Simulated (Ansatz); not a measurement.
Suppose Ag3SF takes space group Pm-3m (No. 221), with Ag on 3c; S on 1a; F on 1b.

These are results of DFT PBE, scalar-relativistic, plane waves, PAW in Ansatz, not measurements. Cutoff 420 eV, Γ-centred mesh, Gaussian smearing, no spin polarisation.

Formation energies are uncorrected and refer to the elements' standard structures at the same level (F₂ as a molecule).

Question: Give the relaxed lattice parameters and positions.

Answer:

Space group Pm-3m (No. 221). a = 4.582 Å, b = 4.582 Å, c = 4.582 Å, α = 90.00°, β = 90.00°, γ = 90.00°
| atom | site | symmetry | x | y | z |
| --- | --- | --- | --- | --- | --- |
| Ag | 3c | 4/mm.m | 0.0000 | 0.5000 | 0.5000 |
| S | 1a | m-3m | 0.0000 | 0.0000 | 0.0000 |
| F | 1b | m-3m | 0.5000 | 0.5000 | 0.5000 |

It has the antiperovskite type. Ag is surrounded by 2 F at 2.29 Å, 4 S at 3.24 Å and 8 Ag at 3.24 Å; S has 12 Ag at 3.24 Å; F is surrounded by 6 Ag at 2.29 Å.

Question: Where does its energy lie, and is it a metal?

Answer: The energy over the elements is −0.05 eV/atom and the gap on the 8×8×8 mesh of the 5-atom cell is 0 eV (a metal). Whether it is stable depends on the other phases of the system, which aren't compared here.

The last run used Gaussian smearing of 0.10 eV. The zero gap may come from the functional, which often closes small gaps. The reference form of S is held partly by dispersion forces, which this level lacks. Symmetry constrained the relaxation, so the result can be a saddle point.
